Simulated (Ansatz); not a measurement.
A relaxed cell of Tl₂WF₆ is given with its symmetry left out. The cell was found from a structure generator's guess, not taken from experiment.

Computed with DFT PBE, scalar-relativistic, plane waves, PAW in Ansatz. Cutoff 420 eV, Γ-centred mesh, Gaussian smearing, collinear spin.

```cif
data_structure
_symmetry_space_group_name_H-M 'P 1'
_symmetry_Int_Tables_number 1
_cell_length_a 6.3252
_cell_length_b 6.3252
_cell_length_c 6.3252
_cell_angle_alpha 60.000
_cell_angle_beta 60.000
_cell_angle_gamma 60.000
_cell_volume 178.94
loop_
_atom_site_label
_atom_site_type_symbol
_atom_site_fract_x
_atom_site_fract_y
_atom_site_fract_z
_atom_site_occupancy
Tl1 Tl 0.25000 0.25000 0.25000 1
Tl2 Tl 0.75000 0.75000 0.75000 1
W1 W 0.00000 0.00000 0.00000 1
F1 F 0.77810 0.22190 0.22190 1
F2 F 0.22190 0.77810 0.77810 1
F3 F 0.22190 0.77810 0.22190 1
F4 F 0.77810 0.22190 0.77810 1
F5 F 0.22190 0.22190 0.77810 1
F6 F 0.77810 0.77810 0.22190 1
```

Formation energies are uncorrected and refer to the elements' standard structures at the same level (F₂ as a molecule).

(1) What space group does it have?

(2) What is its formation energy per atom?

(3) Is it a metal?

(4) Which magnetic moments does it keep?

Results:

(1) Fm-3m (No. 225). Conventional cell: a = 8.945 Å. Tl is surrounded by 12 F at 3.17 Å (long against covalent radii, as for large ions); around W lie 6 F at 1.98 Å; around F lie 1 W at 1.98 Å, 4 F at 2.81 Å and 4 Tl at 3.17 Å.

(2) −2.13 eV/atom. A negative formation energy is needed for stability but isn't enough: competing phases decide.

(3) Yes, bands cross the Fermi level on the 8×8×8 mesh.

(4) 0.22 μB per atom net, the space between the atoms included; by site: W 0.9 μB.

The last run used collinear spin, an 8×8×8 mesh for its 9-atom cell and Gaussian smearing of 0.10 eV. Spin–orbit coupling, which can matter for Tl and W, is left out. The magnetic state reached may not be the lowest. A structure relaxed within its symmetry needn't be a true minimum.
